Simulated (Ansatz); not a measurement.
Starting structure of a cell relaxation (symmetry kept):

Space group Fm-3m (No. 225). a = 7.698 Å, b = 7.698 Å, c = 7.698 Å, α = 90.00°, β = 90.00°, γ = 90.00°
```json
{"atom": "Sn", "site": "4a", "symmetry": "m-3m", "x": "0.0000", "y": "0.0000", "z": "0.0000"}
{"atom": "Sn", "site": "8c", "symmetry": "-43m", "x": "0.2500", "y": "0.7500", "z": "0.7500"}
{"atom": "Bi", "site": "4b", "symmetry": "m-3m", "x": "0.5000", "y": "0.0000", "z": "0.0000"}
```

Computed with DFT r2SCAN, scalar-relativistic, plane waves, PAW in Ansatz 0.2.0.

Settings: cutoff 500 eV, Γ-centred mesh 10×10×10 on the computed 4-atom cell, Gaussian smearing of 0.10 eV; no spin polarisation.

**Question.** What does it relax to?

**Answer.** The volume falls by 0.20 Å³/atom to 28.31 Å³/atom, and the energy falls by 0.2 meV/atom. Final structure:
```cif
data_structure
_symmetry_space_group_name_H-M 'Fm-3m'
_symmetry_Int_Tables_number 225
_cell_length_a 7.6801
_cell_length_b 7.6801
_cell_length_c 7.6801
_cell_angle_alpha 90.000
_cell_angle_beta 90.000
_cell_angle_gamma 90.000
_cell_volume 453.00
loop_
_atom_site_label
_atom_site_type_symbol
_atom_site_symmetry_multiplicity
_atom_site_Wyckoff_symbol
_atom_site_fract_x
_atom_site_fract_y
_atom_site_fract_z
_atom_site_occupancy
Sn1 Sn 4 a 0.00000 0.00000 0.00000 1
Sn2 Sn 8 c 0.25000 0.75000 0.75000 1
Bi1 Bi 4 b 0.50000 0.00000 0.00000 1
```

Spin–orbit coupling is left out, which can shift energies with elements as heavy as these.